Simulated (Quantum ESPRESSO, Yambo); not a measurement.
BN (space group P6_3/mmc, No. 194): static response along x against the Γ-centred k mesh (Yambo on LDA (pw.x of Quantum ESPRESSO, ONCV potentials, scalar-relativistic) bands; 30 bands, 4 Ry block). The smallest direct LDA gap is 4.54 eV. Axes are Cartesian, with cell vectors (Å) (2.51, 0.00, 0.00), (-1.26, 2.18, 0.00), (0.00, 0.00, 7.71).

```csv
k mesh,"ε(0), independent particles","ε(0), RPA with local fields",rough Yambo cost
6×6×2,4.39,4.21,about 1/10
9×9×4,4.40,4.21,about 1/4
15×15×4,4.40,4.22,about 1/3
18×18×6,4.40,4.22,1
```

The last step changes the RPA value by 0.0 %. Electronic response only; costs are rough.

Geometry of the Materials Project entry, not relaxed at this level; primitive cell a = b = 2.512 Å, c = 7.707 Å, α = β = 90.00°, γ = 120.00°.

The distance between layers or molecules is the database entry's, not relaxed here. Functionals without dispersion can leave it too large, which widens gaps and weakens the response across layers: the numbers belong to this cell.
